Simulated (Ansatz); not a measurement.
**Pb (bcc): energy against volume**

The calculation used DFT, BLYP, plane waves (420 eV) with PAW, scalar-relativistic in Ansatz 0.2.0. (PAW data from PBE, frozen cores regenerated.)

The cell is scaled uniformly from the relaxed one, with fractional coordinates and shape fixed. Energies are extrapolated to zero smearing, pressures are those at the given smearing. Magnetic state: spin not included.

A Birch-Murnaghan fit gives V₀ = 34.93 Å³/atom, B₀ = 31 GPa, B₀′ = 4.3.

What are the energy above the minimum and the pressure at 32.004 Å³/atom?

27.6 meV/atom and 3.28 GPa as computed.

What are the energy above the minimum and the pressure at 33.395 Å³/atom?

7.1 meV/atom and 1.52 GPa as computed.

What are the energy above the minimum and the pressure at 36.178 Å³/atom?

4.1 meV/atom and -1.01 GPa as computed.
